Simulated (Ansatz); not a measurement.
According to the program Ansatz at the PBEsol level (PAW), C in the orthorhombic phase (Imma; C on 8g, C on 8h) relaxes to a = 4.876 Å, b = 7.812 Å, c = 3.216 Å. C on 8g has 3 nearest neighbours from 1.38 Å (trigonal planar); C on 8h has 3 nearest neighbours from 1.40 Å (trigonal planar).

Electronic character: no gap, with almost no states at the Fermi level (zero-gap or semimetallic). HSE06 on the same cell gives 0.29 eV (a hybrid on a coarse mesh can open a false gap in a semimetal).

An equation-of-state fit gives a bulk modulus of 136 GPa. The highest mode at Γ lies at 1464 cm⁻¹.

The start of the workflow was typed in or built on a structure type; neither database checked (COD, Materials Project) lists it. It is not the phase usual at ambient conditions (space group No. 194, 227). The cell was relaxed with PBEsol under the symmetry of its start; whether a distortion lowers the energy is not shown. As this level gives no gap, phonon frequencies hold no LO–TO term and depend on the k-mesh and smearing (Fermi–Dirac, 0.1 eV here).

Potentials: the later of the program's two PAW sets.
